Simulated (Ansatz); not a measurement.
Input and command of a calculation in Ansatz (plane waves; scalar-relativistic PAW potentials unless the input names others):

```yaml
crystal:
  lattice:
    - [4.1347424213, 0.0, 0.0]
    - [0.0, 4.1347424213, 0.0]
    - [0.0, 0.0, 4.1347424213]
  atoms:
    - { symbol: Ti, position: [0.0, 0.5, 0.5] }
    - { symbol: Ti, position: [0.5, 0.0, 0.5] }
    - { symbol: Ti, position: [0.5, 0.5, 0.0] }
    - { symbol: Cd, position: [0.0, 0.0, 0.0] }
basis:
  ecutwfc: 500
kpoints:
  mp_grid: { grid: [10, 10, 10] }
hamiltonian:
  xc: r2scan
  pseudopotentials: { kind: nc }
scf:
  occupations: { method: gaussian, width: 0.1 }
  max_iter: 75
output:
  forces: true
  eigenvalues: true
  stress: true
magnetization:
  spin_polarized: true
  spin_orbit: true
```

```bash
ansatz run input.yaml --threads 1 --pin off --max-ram 2560MiB --backend cpu --events-out ev --progress --plain --runs-dir out
```

Question: What is wrong with this input?

Answer: The program refuses it, because of spin-orbit coupling on scalar files and without noncollinear: true (magnetization: not typed → {"spin_polarized": true, "spin_orbit": true}; hamiltonian.pseudopotentials: not typed → {"kind": "nc"}). Without those keys it is accepted.

Abridged log:
```
Error: 2 input errors — fix all and re-run
  1. inconsistent input (magnetization.spin_orbit, magnetization.noncollinear): true requires noncollinear: true — spin–orbit coupling acts on 2-spinor wavefunctions; set both flags
  2. inconsistent input (magnetization.spin_orbit, hamiltonian.pseudopotentials.kind): true requires a fully-relativistic hamiltonian.pseudopotentials.kind (nc_fr or paw_fr), or kind: all_electron without datasets and azcp, which then solves Dirac's equation on LAPW. paw_fr resolves this project's PAW files (source: ansatz) by j as it reads them
```